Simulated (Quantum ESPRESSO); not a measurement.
**Kohn-Sham bands of TaSe$_{2}$ (R-3m)**

```xyz
3
Lattice="-1.7544 3.0387 0.0000 -3.5088 0.0000 0.0000 -1.7544 1.0129 6.6457" Properties=species:S:1:pos:R:3 pbc="T T T"
Ta     0.0000     0.0000     0.0000
Se     1.7544    -1.0129    -1.6289
Se    -1.7544     1.0129     1.6289
```

Cell from Materials Project (mp-567724), symmetrised, no further relaxation. COD (Crystallography Open Database) has the formula in 5 space groups, this one among them (matched by group alone). Computed values, not measurements, from PBEsol: Quantum ESPRESSO (norm-conserving PseudoDojo potentials, cutoff 69 Ry, no spin polarisation, no spin-orbit coupling) on a Γ-centred 8×8×8 mesh, then Wannier90. Density: 10×10×10 mesh, cold smearing 0.01 Ry. The cell is built of weakly bound layers, chains or molecules, whose nearest atoms lie 3.95 Å apart. Database cells relaxed without dispersion often hold them too far apart, which can enlarge gaps and weakens couplings between them; spacing and stacking were not compared with the measured crystal. Spin-orbit coupling is left out although heavy elements are present.

Energies are relative to the Fermi level; weights are on the orthonormalised atomic waves of the pseudopotential files, averaged over the group. 45 electrons a cell are treated as valence.

### Question
Into which isolated groups do the bands fall, where do they lie and what are they made of?

### Answer
| bands | from (eV) | to (eV) | filling | weight on atomic waves |
|---|---|---|---|---|
| 1 | -68.81 | -68.80 | filled | Ta 5s 98 % |
| 2–11 | -47.84 | -47.81 | filled | Se 3d 100 % |
| 12–14 | -35.40 | -35.16 | filled | Ta 5p 99 % |
| 15–16 | -14.61 | -12.68 | filled | Se 4s 82 %, Ta 5d 9 %, Ta 6s 7 % |

No gap over 0.05 eV opens at the Fermi level at this level of theory.
